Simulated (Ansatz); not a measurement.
Task: Name crystals whose computed values (plane-wave PAW r²SCAN (Ansatz code)) fall in these windows: B₀ by P(V) fit (GPa) 37 to 45; G_Hill (GPa) 12 to 16; electron conductivity mass (mₑ) 0.086 to 0.11.

Result: 

| crystal | B₀ by P(V) fit (GPa) | G_Hill (GPa) | electron conductivity mass (mₑ) |
|---|---|---|---|
| CdTe, wurtzite | 40.0 | 13.7 | 0.093 |
| CdTe, zinc blende | 40.3 | 14.1 | 0.090 |
Others may fit too.

Not the usual ambient phase: CdTe, wurtzite. All cells were relaxed under the symmetry of their starts (and spin orders); stability against distortions was not tested throughout. Scalar-relativistic: spin–orbit coupling is off unless named, which matters more the heavier the elements.

Potentials: the earlier of the program's two PAW sets.
